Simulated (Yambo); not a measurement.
```
Mg3ZnO4
1.0
    3.02300    -4.27670     0.00000
    3.02300     4.27670     0.00000
    0.00000     0.00000     3.02808
O Mg Zn
4 3 1
Cartesian
  3.02300   2.11115   0.00000
  3.02300  -2.11115   0.00000
  4.49865   0.00000   1.51404
  1.54735   0.00000   1.51404
  3.02300   0.00000   0.00000
  1.51150   2.13835   1.51404
  1.51150  -2.13835   1.51404
  0.00000   0.00000   0.00000
```

Mg$_{3}$ZnO$_{4}$ (space group Cmmm, No. 65): mean Im ε in 1 eV windows above the direct gap of 5.48 eV, for different electron-hole kernels (Yambo, broadening 0.15 eV, LDA (Quantum ESPRESSO, PseudoDojo norm-conserving, 84 Ry, without SOC) bands; 6×6×10 mesh, 10 valence and 2 conduction bands, static screening with 66 bands and a 3 Ry block, scissor 2.31 eV, Tamm-Dancoff; field along x).

```tsv
window (eV)	independent quasiparticles	RPA (no attraction)	TDDFT, adiabatic LDA kernel	BSE
5.5 to 6.5	0.5	0.5	0.5	2.0
6.5 to 7.5	1.3	1.1	1.1	1.9
7.5 to 8.5	1.8	1.3	1.4	1.8
```

This run doesn't resolve bound excitons or single peaks, so only averages are given, and they too depend on the mesh; weight that the attraction moves below the gap isn't listed. All transitions below 9.35 eV are in the band window. The scissor comes from a G0W0 run whose convergence isn't established.

Geometry of the Materials Project entry, not relaxed at this level.

The structure is a Materials Project entry; no match was found in the copy of COD used, and its stability was not checked.

With a shallow 3d shell G0W0 needs far more bands and larger blocks than here, so the scissor is uncertain by tenths of an eV or more.
